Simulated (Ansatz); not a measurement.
Given:

In2O3:
```yaml
crystal:
  lattice:
    - [-5.08092, 5.08092, 5.08092]
    - [5.08092, -5.08092, 5.08092]
    - [5.08092, 5.08092, -5.08092]
  atoms:
    - { symbol: In, position: [0.50000, 0.50000, 0.50000] }
    - { symbol: In, position: [0.50000, 0.00000, 0.00000] }
    - { symbol: In, position: [0.00000, 0.00000, 0.50000] }
    - { symbol: In, position: [0.00000, 0.50000, 0.00000] }
    - { symbol: In, position: [0.25000, 0.71603, 0.46603] }
    - { symbol: In, position: [0.75000, 0.78397, 0.03397] }
    - { symbol: In, position: [0.46603, 0.25000, 0.71603] }
    - { symbol: In, position: [0.03397, 0.75000, 0.78397] }
    - { symbol: In, position: [0.71603, 0.46603, 0.25000] }
    - { symbol: In, position: [0.78397, 0.03397, 0.75000] }
    - { symbol: In, position: [0.75000, 0.28397, 0.53397] }
    - { symbol: In, position: [0.25000, 0.21603, 0.96603] }
    - { symbol: In, position: [0.53397, 0.75000, 0.28397] }
    - { symbol: In, position: [0.96603, 0.25000, 0.21603] }
    - { symbol: In, position: [0.28397, 0.53397, 0.75000] }
    - { symbol: In, position: [0.21603, 0.96603, 0.25000] }
    - { symbol: O, position: [0.53666, 0.77216, 0.54453] }
    - { symbol: O, position: [0.72762, 0.99212, 0.95547] }
    - { symbol: O, position: [0.77238, 0.72784, 0.26450] }
    - { symbol: O, position: [0.96334, 0.50788, 0.23550] }
    - { symbol: O, position: [0.54453, 0.53666, 0.77216] }
    - { symbol: O, position: [0.95547, 0.72762, 0.99212] }
    - { symbol: O, position: [0.26450, 0.77238, 0.72784] }
    - { symbol: O, position: [0.23550, 0.96334, 0.50788] }
    - { symbol: O, position: [0.77216, 0.54453, 0.53666] }
    - { symbol: O, position: [0.99212, 0.95547, 0.72762] }
    - { symbol: O, position: [0.72784, 0.26450, 0.77238] }
    - { symbol: O, position: [0.50788, 0.23550, 0.96334] }
    - { symbol: O, position: [0.46334, 0.22784, 0.45547] }
    - { symbol: O, position: [0.27238, 0.00788, 0.04453] }
    - { symbol: O, position: [0.22762, 0.27216, 0.73550] }
    - { symbol: O, position: [0.03666, 0.49212, 0.76450] }
    - { symbol: O, position: [0.45547, 0.46334, 0.22784] }
    - { symbol: O, position: [0.04453, 0.27238, 0.00788] }
    - { symbol: O, position: [0.73550, 0.22762, 0.27216] }
    - { symbol: O, position: [0.76450, 0.03666, 0.49212] }
    - { symbol: O, position: [0.22784, 0.45547, 0.46334] }
    - { symbol: O, position: [0.00788, 0.04453, 0.27238] }
    - { symbol: O, position: [0.27216, 0.73550, 0.22762] }
    - { symbol: O, position: [0.49212, 0.76450, 0.03666] }
```

This is the PBEsol-relaxed structure.

All from PBEsol in the plane-wave PAW code Ansatz, unless another level is named. Estimate the electron effective mass.

0.17 mₑ (isotropic).

What about the band gap?

1.04 eV (smallest direct gap 1.04 eV).

Next, the weight of the valence-edge state by species (Voronoi cells)?

O 92 %, In 8 %.

Give the conduction-band minimum.

at Γ.

Space group Ia-3 (bixbyite). Symmetry was held in the PBEsol relaxation. Spin–orbit coupling is left out wherever it is not named.

Potentials: the later of the program's two PAW sets.
